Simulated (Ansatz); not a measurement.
SrSn$_{2}$As$_{2}$:
```
SrSn2As2
1.0
    2.12102     1.22457     8.99131
   -2.12102     1.22457     8.99131
    0.00000    -2.44914     8.99131
Sr Sn As
1 2 2
Direct
  0.00000   0.00000   0.00000
  0.20943   0.20943   0.20943
  0.79057   0.79057   0.79057
  0.40691   0.40691   0.40691
  0.59309   0.59309   0.59309
```

Relaxed with r²SCAN.

Task: Map the valence electron density (e/Å³), cut off at 1 on the plane through (0.000, 0.000, 0.000) spanned by u = [1, 0, 0] and v = [-1, 1, 1] in lattice vectors, from r²SCAN in the plane-wave PAW code Ansatz.

Result: x is the fraction of u, y of v (the angle between them is 44°; rows are the nearest grid lines); atoms in the plane: Sr at (0.00, 0.00), Sn at (0.42, 0.21), Sn at (0.58, 0.79), As at (0.81, 0.41), As at (0.19, 0.59).
```
y \ x   0.000  0.100  0.175  0.275  0.375  0.450  0.550  0.625  0.725  0.825  0.900   1.00
------  -----  -----  -----  -----  -----  -----  -----  -----  -----  -----  -----  -----
1.00     1.00  0.769  0.047  0.048  0.092  0.140  0.140  0.092  0.048  0.047  0.769   1.00
0.925    1.00   1.00  0.206  0.059  0.161  0.523  0.304  0.100  0.030  0.028  0.046   1.00
0.850   0.088  0.404  0.220  0.043  0.111  0.770   1.00  0.661  0.065  0.029  0.044  0.088
0.775   0.184  0.195  0.102  0.032  0.045  0.147   1.00   1.00  0.264  0.047  0.064  0.184
0.700   0.274   1.00  0.482  0.083  0.025  0.042  0.264   1.00  0.678  0.079  0.057  0.274
0.625   0.127   1.00   1.00  0.419  0.053  0.030  0.094  0.243  0.324  0.091  0.038  0.127
0.550   0.032  0.290   1.00   1.00  0.162  0.045  0.083  0.272  0.506  0.149  0.038  0.032
0.450   0.032  0.038  0.149  0.506  0.272  0.083  0.045  0.162   1.00   1.00  0.290  0.032
0.375   0.127  0.038  0.091  0.324  0.243  0.094  0.030  0.053  0.419   1.00   1.00  0.127
0.300   0.274  0.057  0.079  0.678   1.00  0.264  0.042  0.025  0.083  0.482   1.00  0.274
0.225   0.184  0.064  0.047  0.264   1.00   1.00  0.147  0.045  0.032  0.102  0.195  0.184
0.150   0.088  0.044  0.029  0.065  0.661   1.00  0.770  0.111  0.043  0.220  0.404  0.088
0.0750   1.00  0.046  0.028  0.030  0.100  0.304  0.523  0.161  0.059  0.206   1.00   1.00
0.000    1.00  0.769  0.047  0.048  0.092  0.140  0.140  0.092  0.048  0.047  0.769   1.00
```

The density is the valence pseudo-density with augmentation charge, so density and ELF within about 1 Å of a nucleus are not all-electron values.

Space group R-3m. The workflow started from an entry of the Crystallography Open Database (COD), which files this formula under 2 space groups. Its standing as an ambient phase is unchecked. The r²SCAN relaxation kept the symmetry of its start; its stability against distortions is not shown here. Scalar-relativistic: spin–orbit coupling is off unless named, which matters more the heavier the elements.

Potentials: the later of the program's two PAW sets.
